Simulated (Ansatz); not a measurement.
A: C (diamond), a = b = c = 3.560 Å, α = β = γ = 90.00°
B: SiC (zinc blende), a = b = c = 4.3563 Å, α = β = γ = 90.00°
C: Ta (bcc, W type), a = 3.305 Å, b = 3.305 Å, c = 3.305 Å, α = 90.00°, β = 90.00°, γ = 90.00°

Scan: energy over volume and axial ratio (atoms clamped). One method and one kind of scan serve all of them; meshes and ranges differ. All were relaxed with their symmetry unable to fall. Spin-orbit coupling is left out. Ta is run without spin polarisation.

Put the candidates in order of shear modulus C′ = (C11 − C12)/2 (fitted), highest first, for r2SCAN (plane waves to 500 eV, PAW, scalar-relativistic; Ansatz, an electronic-structure program).

A (496 GPa), B (140 GPa), C (62 GPa)

(A scan under strain: stresses follow from slopes of the energy per volume, elastic moduli from its curvatures.)
